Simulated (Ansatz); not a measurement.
AlBN2:
Space group I-42d (No. 122); a = b = 4.0878 Å, c = 7.6180 Å, α = β = γ = 90.00°

```
atom  site  symmetry       x       y       z
----  ----  --------  ------  ------  ------
Al      4a      -4..  0.0000  0.0000  0.0000
B       4b      -4..  0.0000  0.0000  0.5000
N       8d       .2.  0.3069  0.2500  0.1250
```
(The calculation used a cell of 8 atoms; values per cell refer to that cell.)

Relaxed with PBEsol.

Task: Decompose the optical modes at the zone centre into irreducible representations, and say which are infrared and Raman allowed.

Result: Point group -42m: Γ_opt = A1 + 2A2 + 3B1 + 3B2 + 6E. Infrared: B2, E. Raman: A1, B1, B2, E.

Task: Assign frequencies (DFPT, plane-wave PAW PBEsol (Ansatz code); without the LO–TO term).

Result: E 403, B2 447, B1 455, E 561, E 689, A2 724, A1 729, E 735, E 761, B2 770, A2 807, B2 817, B1 822, E 868, B1 869 cm⁻¹.

Subscripts of B labels follow the axes of the standard setting.

The start of the workflow was typed in or built on a structure type; neither database checked (COD, Materials Project) lists it. Whether it is the stable phase at ambient conditions was not checked. Symmetry was held in the PBEsol relaxation; phonons on a q-mesh show no instability. The volume moved by -19 % from the start of the relaxation.

Potentials: the later of the program's two PAW sets.
